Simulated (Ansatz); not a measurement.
MnI$_{2}$ (CdI2 type, P-3m1), DFT-r²SCAN+D4 in the program Ansatz with PAW potentials. The conduction-band minimum lies at M, with 3 equivalent valleys. Second derivatives d²E/dk² of the lowest band at one valley (eV·Å²), along Cartesian directions:

```json
[
 {"direction": "[100]", "d²E/dk²": "17.97"},
 {"direction": "[010]", "d²E/dk²": "2.670"},
 {"direction": "[001]", "d²E/dk²": "0.5051"},
 {"direction": "[110]", "d²E/dk²": "10.33"},
 {"direction": "[101]", "d²E/dk²": "9.243"},
 {"direction": "[011]", "d²E/dk²": "1.631"}
]
```

Question: Find the principal effective masses, the density-of-states mass and the conductivity mass.

Answer: Off-diagonal terms follow from H_xy = H[110] − (H_xx + H_yy)/2, and m*/mₑ = 7.620 eV·Å² over each eigenvalue: 0.42, 2.9, 15. One valley's DOS mass (m₁m₂m₃)^(1/3) = 2.6, conductivity mass 3/(Σ 1/mᵢ) = 1.1 mₑ.

Question: What effective density of states Nc follows at 300 K for parabolic valleys?

Answer: Nc = 2.509e19 × 3 × (2.6)^(3/2) / 2 (one spin channel) ≈ 1.6e20 cm⁻³.

The workflow started from a Materials Project entry (that database holds measured and hypothetical structures alike); the Crystallography Open Database files this formula in space group No. 164, but the cells were not matched. Its standing as an ambient phase is unchecked. The r²SCAN+D4 relaxation kept the symmetry of its start; its stability against distortions is not shown here. Spin order of the final state: ferromagnetic, chosen from 5 collinear starts compared on coarse meshes (ties went to the first, and starts can fall back to one state), not a proven ground state. Other orbital occupations within this spin state were not tried. No Hubbard U is applied. Scalar-relativistic: spin–orbit coupling is off unless named, which matters more the heavier the elements.

Potentials: the later of the program's two PAW sets.

Edges and masses are those of Kohn–Sham bands, whose gap is no quasiparticle gap.
